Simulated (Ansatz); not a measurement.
A relaxed structure of GaN. Space group Fm-3m (No. 225), rock salt type. Calculation: PBEsol (plane waves to 420 eV, PAW, scalar-relativistic; Ansatz, an electronic-structure program).

```cif
data_Ga4N4
_chemical_formula_sum 'Ga4 N4'
_space_group_name_H-M_alt 'Fm-3m'
_space_group_IT_number 225
_space_group_name_Hall '-F 4 2 3'
_cell_length_a 4.21988
_cell_length_b 4.21988
_cell_length_c 4.21988
_cell_angle_alpha 90.000
_cell_angle_beta 90.000
_cell_angle_gamma 90.000
loop_
_atom_site_label
_atom_site_type_symbol
_atom_site_symmetry_multiplicity
_atom_site_Wyckoff_symbol
_atom_site_fract_x
_atom_site_fract_y
_atom_site_fract_z
_atom_site_occupancy
Ga1 Ga 4 b 0.50000 0.50000 0.50000 1
N1 N 4 a 0.00000 0.00000 0.00000 1
```
(The calculation used a cell of 2 atoms; values per cell refer to that cell.)

Question: Give the band gap at the level PBEsol.

Answer: 0.54 eV, indirect (valence top at 52 % of the way from K to Γ, conduction bottom at X) (no spin-orbit coupling).

Question: Predict the smallest direct gap from PBEsol.

Answer: 2.80 eV at Γ.

No spin polarisation in the result.

The run could not lose the symmetry of its start.

The relaxed structure has the type that GaN is known to take under pressure; here it was relaxed at zero pressure, from a generated start.
